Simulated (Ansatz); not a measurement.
**Ionic part of the dielectric constant of SnPbO₂, mode by mode**

Theory: DFT PBE, scalar-relativistic, plane waves, PAW (Ansatz 0.2.0). Settings: 420 eV plane-wave cutoff, Γ-centred 6×6×6 mesh, fixed occupations. No spin polarisation. Phonons by linear response, acoustic sum rule imposed.

Space group Pmma (No. 51), orthorhombic, a = 5.589 Å, b = 5.587 Å, c = 5.406 Å. Sn has 4 O at 2.23 Å; Pb has 4 O at 2.37 Å; O is surrounded by 2 Sn at 2.23 Å, 2 Pb at 2.37 Å and 4 O at 2.70–2.89 Å.

It was reached by relaxing an invented guess, and it needn't be the stable form of this composition. Spin–orbit coupling is left out, which matters for heavy elements. No dispersion correction is applied, so modes and constants that involve weak contacts between layers, chains or molecules come out too soft.

The primitive cell has V = 168.80 Å³ and ε∞,yy = 6.332. Each polar mode adds Δε = (4.92064×10⁷/V)·S/ν² along y, with S its oscillator strength in e²/amu, ν in cm⁻¹ and V in Å³.

Question: From these modes, find each Δε and ε0,yy.
| ν (cm⁻¹) | S_yy (e²/amu) |
| --- | --- |
| 153.67 | 0.1611 |
| 249.50 | 2.318 |

Answer:
| ν (cm⁻¹) | Δε |
| --- | --- |
| 153.67 | 1.99 |
| 249.50 | 10.85 |

The sum is 12.84, so ε0,yy = 19.17; the run's tensor has 19.17.

Question: Where do the longitudinal modes lie for a wave vector along y?

Answer: At 159.73, 417.70 cm⁻¹. The Lyddane–Sachs–Teller product Π(ν_LO/ν_TO)² = 3.03 agrees with ε0/ε∞ = 3.03.
